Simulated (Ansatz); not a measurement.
## Ti2TeP2: relaxed-ion elastic tensor

All numbers below come from Ansatz, DFT PBE, scalar-relativistic, plane waves, PAW. Cutoff 420 eV, 6×6×10 k-points (Γ-centred), Gaussian smearing of 0.10 eV. No spin polarisation.

The cell, relaxed at this level:
```yaml
crystal:
  lattice:
    - [2.96674, -4.61744, 0.00000]
    - [2.96674, 4.61744, 0.00000]
    - [0.00000, 0.00000, 3.41894]
  atoms:
    - { symbol: Ti, position: [0.00000, 0.50000, 0.00000] }
    - { symbol: Ti, position: [0.50000, 0.00000, 0.00000] }
    - { symbol: Te, position: [0.00000, 0.00000, 0.00000] }
    - { symbol: P, position: [0.62706, 0.37294, 0.50000] }
    - { symbol: P, position: [0.37294, 0.62706, 0.50000] }
```

It was reached by relaxing an invented guess, and it needn't be the stable form of this composition. In a metal, frequencies and elastic constants depend on the k mesh and the smearing, soft modes and shear constants most. Spin–orbit coupling is left out, which matters for heavy elements.

Question: Give the relaxed-ion elastic constants (GPa, Voigt order xx yy zz yz xz xy, on the Cartesian axes of the cell above).

Answer:
C11 = 158.4, C12 = 76.3, C13 = 54.6, C22 = 209.6, C23 = 83.5, C33 = 127.7, C44 = 63.4, C55 = 78.1, C66 = 94.9 GPa; the others vanish.

Question: Is the crystal stable against homogeneous strain?

Answer: Yes: the least eigenvalue of the tensor is 63.4 GPa.

Question: And the moduli of a polycrystal (Hill averages)?

Answer: B = 99 GPa, G = 63 GPa, E = 155 GPa, ν = 0.24.
